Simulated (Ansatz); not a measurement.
A geometry of Sn away from equilibrium: the start of the relaxation of a relaxed Sn cell with every coordinate shifted by Gaussian noise of σ = 0.1 Å. Computed with r2SCAN (plane waves to 500 eV, PAW, scalar-relativistic; Ansatz, a program for electronic structure). Γ-centred k-mesh 12×12×8 on the run's cell (coarser than for final values), Fermi–Dirac smearing 0.05 eV.

```xyz
2
Lattice="-2.9431 2.9431 1.5919 2.9431 -2.9431 1.5919 2.9431 2.9431 -1.5919" Properties=species:S:1:pos:R:3:forces:R:3 pbc="T T T" free_energy=-12076.987 pressure_GPa=0.6
Sn     0.0782     3.0251     0.9229   -0.0935   -0.4340    0.0083
Sn     0.0611    -0.1059    -0.0918    0.0935    0.4340   -0.0083
```

Positions in Å, forces in eV/Å, free energy of the cell in eV (comparable only within this code, potentials and settings). Largest force: 0.44 eV/Å, on Sn1, Sn2 (atoms numbered as listed); the geometry lies 0.03 eV/atom above the end of its relaxation.

No spin polarisation in the result.

The run could not lose the symmetry of its start.
